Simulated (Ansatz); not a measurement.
**CsPbBr3 with Te replacing Br: gradients before and after relaxing the atoms**

Start: a supercell of CsPbBr3 (cubic perovskite type, Pm-3m) built from a structure deposited in the COD, with all atoms left at the host's positions.

Space group I4/mmm (No. 139); a = 11.7400, c = 11.7400 Å.

| site | Wyckoff | site symmetry | x | y | z |
| --- | --- | --- | --- | --- | --- |
| Cs | 8h | m.2m | 0.7500 | 0.2500 | 0.5000 |
| Pb5 | 4e | 4mm | 0.5000 | 0.5000 | 0.7500 |
| Pb6 | 4d | -4m2 | 0.0000 | 0.5000 | 0.7500 |
| Te | 2a | 4/mmm | 0.5000 | 0.5000 | 0.5000 |
| Br10 | 4c | mmm. | 0.5000 | 0.0000 | 0.0000 |
| Br12 | 2b | 4/mmm | 0.5000 | 0.5000 | 0.0000 |
| Br13 | 16n | .m. | 0.5000 | 0.2500 | 0.7500 |

One atom of each set is listed; the run and its k-mesh use a cell of 20 atoms with edges of 10.17, 10.17, 10.17 Å.

Method: Kohn–Sham DFT in Ansatz, PBE, plane waves and PAW, scalar-relativistic, collinear spin, 420 eV cutoff, Γ-centred 2×2×2 k-points, Fermi–Dirac smearing 0.01 eV. Start moments as typed (μB): 1 on each Te, none on the rest.

The largest force at the start is 0.11 eV/Å. Relaxing the ions at fixed cell moves them by 0.274 Å at most (atom 20, Br) and 0.174 Å rms.

| site | moved (Å) | first shell before | first shell after | V_zz before (10²¹ V/m²) | η before |
| --- | --- | --- | --- | --- | --- |
| Cs | 0.024 | 1 Te at 4.15 Å, 11 Br at 4.15 Å | 11 Br at 3.95–4.36 Å, 1 Te at 4.18 Å | -1.15 | 0.20 |
| Pb5 | 0.004 | 5 Br at 2.93–2.94 Å, 1 Te at 2.94 Å | 5 Br at 2.93–2.94 Å, 1 Te at 2.94 Å | -18.28 | 0.00 |
| Pb6 | 0.000 | 6 Br at 2.94 Å | 6 Br at 2.94–2.95 Å | -0.84 | 0.00 |
| Te | 0.000 | 2 Pb at 2.94 Å, angle 180° | 2 Pb at 2.94 Å, angle 180° | 84.7 | 0.00 |
| Br10 | 0.000 | 2 Pb at 2.93–2.94 Å, angle 180° | 2 Pb at 2.93–2.94 Å, angle 180° | 20.8 | 0.01 |
| Br12 | 0.000 | 2 Pb at 2.93–2.94 Å, angle 180° | 2 Pb at 2.93 Å, angle 180° | 39.8 | 0.00 |
| Br13 | 0.274 | 2 Pb at 2.94 Å, angle 180° | 2 Pb at 2.94–2.95 Å, angle 169° | 22.1 | 0.04 |

Question: What are V_zz and η after the relaxation?

Answer: 

```json
{"site": "Cs", "V_zz after": "-1.30", "η after": "0.34", "change of V_zz": "-0.15"}
{"site": "Pb5", "V_zz after": "-19.48", "η after": "0.00", "change of V_zz": "-1.20"}
{"site": "Pb6", "V_zz after": "-2.88", "η after": "0.00", "change of V_zz": "-2.04"}
{"site": "Te", "V_zz after": "82.7", "η after": "0.00", "change of V_zz": "-2.02"}
{"site": "Br10", "V_zz after": "20.9", "η after": "0.21", "change of V_zz": "+0.08"}
{"site": "Br12", "V_zz after": "42.1", "η after": "0.00", "change of V_zz": "+2.30"}
{"site": "Br13", "V_zz after": "22.3", "η after": "0.06", "change of V_zz": "+0.13"}
```

The largest change of V_zz is on Br12, from 39.8 to 42.1. In per cent, |V_zz| changes by +7 on Pb, -2 on Te, 0 to +6 on Br (all sites that start above 2). Where |V_zz| stays above 0.1, η moves most on Br10, from 0.01 to 0.21.

The defect repeats with the cell of 20 atoms, so it feels its images: sites between two images don't show the values beside a lone defect, and zeros or small values of η there can come from the images' arrangement. Br carries a gradient in the pure host already, so the values there aren't the defect's effect alone. This high-symmetry form of CsPbBr3 is unstable when cold, to tilts of the octahedra. The symmetry of the cell holds that distortion back, wholly or in part, and it would change the field gradients, the more the larger the distortion. The defect cell has no gap above 0.1 eV on its mesh, so the values can hang on the smearing and the k-mesh. Spin–orbit coupling is left out, which shifts gradients on Pb by a few per cent in wide-gap crystals, and can shift them far more where the calculated gap is small or absent, as here. The start moments die out, and the run ends without spin.
Before: The neighbours have not yet relaxed around the defect (largest force 0.11 eV/Å), so a real crystal will differ.
After: The relaxation keeps the site symmetry 4/mmm of the start, so the impurity can't leave its site, and an angle of 180° at it is imposed, not found; a distortion that would localise the partly filled state isn't explored.
